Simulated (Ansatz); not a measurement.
Given:

LaN (CsCl type, Pm-3m), a = b = c = 3.166 Å, α = β = γ = 90.00°.

This is the r²SCAN-relaxed structure.

Task: All from plane-wave PAW r²SCAN (Ansatz code), unless another level is named. Predict the bulk modulus (Birch–Murnaghan fit).

Result: 135 GPa.

Task: And the elastic constants (relaxed ions, GPa)?

Result: C11 = 376, C12 = 14.1, C44 = -46.1.

The start of the workflow was typed in or built on a structure type; neither database checked (COD, Materials Project) lists it. COD files the formula under space group No. 225, so this cell is another polymorph or a model. Its standing as an ambient phase is unchecked. The cell was relaxed with r²SCAN under the symmetry of its start. At this level the phase is mechanically unstable. As this level gives no gap, shear constants depend on the k-mesh and smearing (Fermi–Dirac, 0.1 eV here). Spin–orbit coupling is left out wherever it is not named.

Potentials: the earlier of the program's two PAW sets.
